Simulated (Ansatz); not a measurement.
Data:

CoNbS₂:
```cif
data_Co2Nb2S4
_chemical_formula_sum 'S4 Nb2 Co2'
_space_group_name_H-M_alt 'P63/mmc'
_space_group_IT_number 194
_space_group_name_Hall '-P 6c 2c'
_cell_length_a 3.30883
_cell_length_b 3.30883
_cell_length_c 11.39822
_cell_angle_alpha 90.000
_cell_angle_beta 90.000
_cell_angle_gamma 120.000
loop_
_atom_site_label
_atom_site_type_symbol
_atom_site_symmetry_multiplicity
_atom_site_Wyckoff_symbol
_atom_site_fract_x
_atom_site_fract_y
_atom_site_fract_z
_atom_site_occupancy
S1 S 4 f 0.66667 0.33333 0.10991 1
Nb1 Nb 2 b 0.00000 0.00000 0.25000 1
Co1 Co 2 a 0.00000 0.00000 0.00000 1
```

This is the PBE+D3(BJ)-relaxed structure.

**Question.** All from the program Ansatz at the PBE+D3(BJ) level (PAW), unless another level is named. Predict the electronic character.

**Answer.** metallic (no gap).

**Question.** Next, the formation energy from the elements (no fitted shifts)?

**Answer.** -0.88 eV/atom.

**Question.** Next, the density of states at the Fermi level?

**Answer.** 0.26 states/eV per atom (mean over ±0.08 eV).

Space group P6_3/mmc. A made-up cell: these elements were put on the sites of a structure type; neither database checked (COD, Materials Project) lists it. Whether it is the stable phase at ambient conditions was not checked. The cell was relaxed with PBE+D3(BJ) under the symmetry of its start; its stability against distortions is not shown here. The workflow began spin-polarised and lost its moments. The references are the lowest solids computed at this level, not always the standard phases. Scalar-relativistic: spin–orbit coupling is off unless named, which matters more the heavier the elements.

Potentials: the later of the program's two PAW sets.
